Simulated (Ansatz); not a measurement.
LaSb (rock salt, Fm-3m), a = 6.564 Å, b = 6.564 Å, c = 6.564 Å, α = 90.00°, β = 90.00°, γ = 90.00°; the cell used has 2 atoms.

Relaxed with r²SCAN.

Problem. Which orbitals make up the states near the Fermi level in r²SCAN (plane waves, PAW; program Ansatz)?

Solution. Within 0.5 eV of the Fermi level: Sb 5p 46 %, La 5d 40 %, La 4f 11 %. Projections are on Löwdin-orthogonalised atomic valence shells; empty p or d shells of many metals are not among them.

Problem. Tabulate the density of states.

Solution. States/eV per cell of 2 atoms, in 0.25 eV bins, energy from the Fermi level.

```csv
E (eV),total,La 4f,Sb 5p,La 5d
-7.85,0.00,0.00,0.00,0.00
-7.60,0.00,0.00,0.00,0.00
-7.35,0.00,0.00,0.00,0.00
-7.10,0.00,0.00,0.00,0.00
-6.85,0.00,0.00,0.00,0.00
-6.60,0.00,0.00,0.00,0.00
-6.35,0.00,0.00,0.00,0.00
-6.10,0.00,0.00,0.00,0.00
-5.85,0.00,0.00,0.00,0.00
-5.60,0.00,0.00,0.00,0.00
-5.35,0.00,0.00,0.00,0.00
-5.10,0.00,0.00,0.00,0.00
-4.85,0.00,0.00,0.00,0.00
-4.60,0.00,0.00,0.00,0.00
-4.35,0.00,0.00,0.00,0.00
-4.10,0.00,0.00,0.00,0.00
-3.85,0.00,0.00,0.00,0.00
-3.60,0.00,0.00,0.00,0.00
-3.35,0.03,0.00,0.02,0.01
-3.10,0.43,0.00,0.24,0.11
-2.85,0.99,0.01,0.55,0.24
-2.60,1.78,0.02,1.03,0.42
-2.35,1.96,0.02,1.19,0.43
-2.10,1.29,0.02,0.83,0.26
-1.85,1.32,0.01,0.88,0.32
-1.60,6.07,0.06,3.77,2.04
-1.35,4.01,0.09,2.47,1.32
-1.10,2.52,0.10,1.56,0.78
-0.85,1.84,0.11,1.17,0.50
-0.60,1.25,0.11,0.84,0.27
-0.35,0.37,0.05,0.24,0.08
-0.10,0.13,0.02,0.08,0.02
0.15,0.11,0.01,0.01,0.09
0.40,0.27,0.02,0.04,0.21
0.65,0.46,0.05,0.06,0.34
0.90,0.69,0.10,0.07,0.48
1.15,0.98,0.20,0.08,0.65
1.40,1.52,0.44,0.10,0.92
1.65,2.13,0.87,0.09,1.05
1.90,3.29,1.91,0.06,1.15
2.15,10.56,8.80,0.03,1.48
2.40,33.24,32.05,0.03,0.96
```

The workflow started from a Materials Project entry (that database holds measured and hypothetical structures alike); the Crystallography Open Database files this formula in space group No. 225, but the cells were not matched. Its standing as an ambient phase is unchecked. The cell was relaxed with r²SCAN under the symmetry of its start; whether a distortion lowers the energy is not shown. A small band overlap can be real or an error of a semilocal functional. Scalar-relativistic: spin–orbit coupling is off unless named, which matters more the heavier the elements.

Potentials: the later of the program's two PAW sets.
